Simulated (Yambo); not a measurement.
Yambo run on RbBH$_{4}$ (space group F-43m, No. 216). The wavefunctions are PBEsol (Quantum ESPRESSO, PseudoDojo norm-conserving, 76 Ry, with spin-orbit coupling) ones on a 4×4×4 mesh (16 occupied bands); a = b = c = 4.8836 Å, α = β = γ = 60.00°.

Yambo input:

```
rim_cut
gw0
dyson
el_el_corr
HF_and_locXC
ppa
em1d
RandQpts= 1000000
RandGvec= 1 Ry
EXXRLvcs= 76 Ry
VXCRLvcs= 304 Ry
Chimod= "HARTREE"
% BndsRnXp
 1 | 162 |
%
NGsBlkXp= 3 Ry
% LongDrXp
 1.0 | 1.0 | 1.0 |
%
PPAPntXp= 27.2114 eV
% GbndRnge
 1 | 162 |
%
GTermKind= "BG"
DysSolver= "n"
ExtendOut
% QPkrange
 1 | 1 | 16 | 16 |
 7 | 7 | 16 | 17 |
%
```

k points by index: 1 = Γ, 7 = X.

The o-*.qp file then holds:

```
#    K-point    Band    Eo [eV]    E [eV]    E-Eo [eV]    Vxc [eV]    Vnlxc [eV]    Sc|Eo [eV]    Sc|E [eV]    dSc/dw|Eo [eV]    Re(Z)    Im(Z)
#
    1    16    0.000000    -1.860913    -1.860913    -12.26518    -16.60160    2.092135    2.475507    -5.605506    0.829186    -0.001312
    7    16    -0.100497    -1.974544    -1.874047    -12.22798    -16.57277    2.086330    2.470744    -5.581347    0.829797    -0.001311
    7    17    5.904045    6.869722    0.965677    -6.804294    -2.997559    -2.706531    -2.841058    -3.790432    0.877734    -0.904138E-3
```
(The two width columns are left out.) Convergence of these settings isn't established.

Geometry of the Materials Project entry, not relaxed at this level.

The structure is a Materials Project entry; no match was found in the copy of COD used, and its stability was not checked.
